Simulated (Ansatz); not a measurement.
This run works on a generated trial structure, not on a known crystal.

Input and command of a plane-wave DFT calculation in Ansatz:

```yaml
crystal:
  lattice:
    - [7.6947128303, 0.0, -0.0443055454]
    - [0.0, 4.3490447286, 0.0]
    - [-2.2911592659, 0.0, 8.2621466996]
  atoms:
    - { symbol: Rb, position: [0.5, 0.0, 0.5] }
    - { symbol: Cd, position: [0.0, 0.0, 0.0] }
    - { symbol: Cd, position: [0.5, 0.5, 0.0] }
    - { symbol: Br, position: [0.732603652, 0.5, 0.8011903468] }
    - { symbol: Br, position: [0.2920312321, 0.0, 0.8155480725] }
    - { symbol: Br, position: [0.267396348, 0.5, 0.1988096532] }
    - { symbol: Br, position: [0.7079687679, 0.0, 0.1844519275] }
basis:
  ecutwfc: 500
kpoints:
  mp_grid: { grid: [4, 8, 4] }
hamiltonian:
  xc: r2scan
scf:
  occupations: { method: gaussian, width: 0.1 }
output:
  forces: true
  stress: true
  eigenvalues: true
```

```bash
ansatz run input.yaml --threads 1 --pin off --max-ram 2560MiB --backend cpu --events-out ev --progress --plain --runs-dir out
```

Processor: Intel(R) Xeon(R) Platinum 8488C (Sapphire Rapids), 1 thread, on a host shared with other jobs.

Question: Estimate time, memory and problem size.

Answer: About 78 s, peak memory 1.4 GiB. It solves 47 bands at 50 k points (after reduction by symmetry) with about 7005 plane waves, in 10 SCF iterations.
